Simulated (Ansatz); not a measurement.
TePt:
```cif
data_Pt2Te2
_chemical_formula_sum 'Pt2 Te2'
_space_group_name_H-M_alt 'P 1'
_space_group_IT_number 1
_cell_length_a 3.58727
_cell_length_b 3.52257
_cell_length_c 7.80293
_cell_angle_alpha 90.000
_cell_angle_beta 90.000
_cell_angle_gamma 90.000
loop_
_space_group_symop_operation_xyz
  'x, y, z'
loop_
_atom_site_label
_atom_site_type_symbol
_atom_site_fract_x
_atom_site_fract_y
_atom_site_fract_z
_atom_site_occupancy
Pt1 Pt 0.25000 0.00000 0.86145 1
Pt2 Pt 0.75000 0.00000 0.13855 1
Te1 Te 0.25000 0.50000 0.26486 1
Te2 Te 0.75000 0.50000 0.73514 1
```

Relaxed with r²SCAN.

Problem. Which orbitals make up the states near the Fermi level in r²SCAN in the plane-wave PAW code Ansatz?

Solution. Within 0.5 eV of the Fermi level: Te 5p 51 %, Pt 5d 34 %, Pt 6s 8 %. Projections are on Löwdin-orthogonalised atomic valence shells; empty p or d shells of many metals are not among them.

Problem. Tabulate the density of states.

Solution. States/eV per cell of 4 atoms, in 0.25 eV bins, energy from the Fermi level.

```tsv
E (eV)	total	Pt 5d	Te 5p	Pt 6s
-7.85	0.25	0.04	0.12	0.09
-7.60	0.28	0.05	0.13	0.09
-7.35	0.78	0.13	0.40	0.22
-7.10	1.32	0.28	0.68	0.30
-6.85	1.51	0.35	0.78	0.31
-6.60	1.82	0.47	0.93	0.33
-6.35	2.75	0.85	1.37	0.40
-6.10	3.53	1.12	1.76	0.44
-5.85	3.75	1.59	1.78	0.22
-5.60	3.66	1.97	1.53	0.07
-5.35	4.17	2.56	1.41	0.08
-5.10	4.42	2.93	1.38	0.05
-4.85	4.63	3.32	1.10	0.13
-4.60	4.81	3.51	1.02	0.20
-4.35	5.49	4.15	1.01	0.25
-4.10	3.79	2.82	0.71	0.16
-3.85	5.04	3.71	1.07	0.09
-3.60	5.10	3.64	1.21	0.06
-3.35	4.52	3.15	1.08	0.09
-3.10	3.89	2.97	0.72	0.07
-2.85	5.70	4.81	0.69	0.09
-2.60	5.26	4.15	0.83	0.13
-2.35	6.77	5.79	0.61	0.19
-2.10	6.03	4.80	0.74	0.27
-1.85	5.47	3.89	1.05	0.30
-1.60	3.32	2.01	0.97	0.15
-1.35	2.93	1.60	1.04	0.11
-1.10	3.19	1.60	1.30	0.10
-0.85	3.27	1.50	1.50	0.08
-0.60	2.03	0.87	0.98	0.04
-0.35	1.36	0.50	0.75	0.02
-0.10	1.18	0.41	0.61	0.08
0.15	1.46	0.47	0.68	0.19
0.40	1.94	0.60	0.96	0.21
0.65	2.29	0.71	1.17	0.21
0.90	2.80	0.81	1.40	0.30
1.15	2.20	0.64	1.21	0.16
1.40	2.03	0.58	1.15	0.14
1.65	1.81	0.48	1.03	0.14
1.90	1.54	0.36	0.84	0.19
2.15	1.57	0.32	0.80	0.26
2.40	1.75	0.32	0.83	0.35
2.65	1.63	0.26	0.73	0.40
2.90	1.62	0.21	0.65	0.48
3.15	1.68	0.18	0.60	0.57
3.40	1.57	0.16	0.49	0.60
3.65	1.06	0.09	0.29	0.40
3.90	0.77	0.05	0.17	0.27
4.15	0.79	0.05	0.13	0.23
4.40	0.97	0.05	0.13	0.24
4.65	0.99	0.04	0.13	0.24
```

Space group Pmma. The start of the workflow was typed in or built on a structure type; neither database checked (COD, Materials Project) lists it. COD files the formula under space group No. 166, 194, so this cell is another polymorph or a model. Its standing as an ambient phase is unchecked. The cell was relaxed with r²SCAN under the symmetry of its start; its stability against distortions is not shown here. The run is not spin-polarised. The volume moved by 26 % from the start of the relaxation. Spin–orbit coupling is left out wherever it is not named.

Potentials: the earlier of the program's two PAW sets.
